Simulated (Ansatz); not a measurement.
**Structures of CuB: which is lowest?**

Plane-wave DFT in Ansatz with scalar-relativistic PAW potentials, cutoff 500 eV, Γ-centred meshes chosen by cell and gap, Gaussian smearing with energies taken to zero width. Every cell was relaxed (cell and atoms) in a run of its own, within the symmetry of its start. Functional: r2SCAN.

Relaxed structures (starts from databases or built by putting these elements on another compound's sites):
A. Pm-3m, 2 atoms in the computed cell, a = 2.590 Å; sites (symmetry × multiplicity) Cu m-3m × 1, B m-3m × 1; start: built
B. F-43m, 2 atoms in the computed cell, a = 4.625 Å; sites (symmetry × multiplicity) Cu -43m × 4, B -43m × 4; start: built

**Question.** Rank them by energy. Could pressure change the order?

**Answer.**
| structure | group | E − E(lowest) (meV/atom) | V (Å³/atom) | gap on mesh (eV) |
| --- | --- | --- | --- | --- |
| A | Pm-3m | 0.0 | 8.69 | 0.00 |
| B | F-43m | 360 | 12.36 | 0.00 |

A is lowest, 360 meV/atom under B. The lowest is also the densest of these, so pressure wouldn't bring one of the others in at first order. Other structures may lie lower than all of these, and vibrations aren't counted.